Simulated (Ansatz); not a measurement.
C (P6_3/mmc), axial (c/a) deformation path

The calculation used Ansatz 0.2.0, DFT r2SCAN, scalar-relativistic, plane waves, PAW. Settings: plane waves to 500 eV, k-mesh 12×12×6 (Γ-centred), Gaussian smearing 0.05 eV. No spin polarisation. Energies are free energies at this smearing, counted from the undisturbed cell; pressure is positive in compression.

Zero of the scan (relaxed at this level):

```xyz
4
Lattice="2.5032 0.0000 0.0000 -1.2516 2.1678 0.0000 0.0000 0.0000 4.1689" Properties=species:S:1:pos:R:3 pbc="T T T"
C     0.0000    1.4452    0.2615
C     1.2516    0.7226    2.3460
C     0.0000    1.4452    1.8229
C     1.2516    0.7226    3.9074
```

At fixed volume and fractional coordinates, lengths along (0.000, 0.000, 1.000) are scaled against those across it; ρ is that ratio over its starting value.

```tsv
ρ	ΔE (meV/atom)
0.800	892.6
0.850	457.3
0.920	114.8
0.960	26.8
1.000	0.0
1.050	36.5
1.100	135.8
1.200	476.6
1.300	943.9
```

Question: Predict the gap on the mesh (eV) at each point.

Answer:
| ρ | gap on the mesh (eV) |
| --- | --- |
| 0.800 | 0.62 |
| 0.850 | 1.87 |
| 0.920 | 3.36 |
| 0.960 | 3.61 |
| 1.000 | 3.60 |
| 1.050 | 3.54 |
| 1.100 | 2.78 |
| 1.200 | 0.07 |
| 1.300 | 0.00 |
Where the gap reads zero the k-mesh, chosen for the insulator, is on the coarse side.

Cost: 9 runs of about 0.65 core-minutes in all, on Arm Neoverse V1 (shared hosts).